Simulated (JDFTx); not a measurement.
System: MgB2(0001) (P6/mmm bulk; lattice of mp-763, not re-optimised at this level), 1x1 cell of 7 atoms in 5 planes (Mg outermost, slab composition Mg3B4), area 8.12 Å² a face, 6.9 Å between the outermost planes in a cell 23.0 Å high; k mesh 8×8×1, Fermi width 0.01 Ha, no spin polarisation. Whether this polymorph is the ambient one wasn't checked.

All numbers are PBE, GBRV ultrasoft potentials, plane waves to 20/100 Ha results from JDFTx (a modified build), not measurements. Liquid: linear PCM (GLSSA13), water, 1 M NaF. Between zero charge and 0.26 V from it the run gives σ = 8.0 μC/cm², a mean capacitance of 30.5 μF/cm². The liquid has ε = 78.4, a 1:1 salt at 1 M with linear (Debye) response, and T = 298 K.

A calculation by hand: the Debye length, the diffuse-layer capacitance, and the inner capacitance that is left when the two stand in series.

Each ion has density c = 1 × 6.022×10⁻⁴ = 6.022e-04 Å⁻³. λ² = ε kT / (8π (e²/4πε₀) c) with kT = 0.02568 eV and e²/4πε₀ = 14.40 eV Å gives λ = 3.04 Å; the log prints 3.04 Å. C_diffuse = ε₀ε/λ = 228 μF/cm². Then 1/C_inner = 1/30.5 − 1/228, so C_inner = 35.2 μF/cm², which equals a vacuum gap of ε₀/C_inner = 0.25 Å. The diffuse layer takes 13 % of the potential drop; the rest lies between the electrode's charge and the onset of the dielectric, with the electrode's own (quantum) capacitance in it. The split is a model: in the calculation solvent and ions share one smooth cavity.
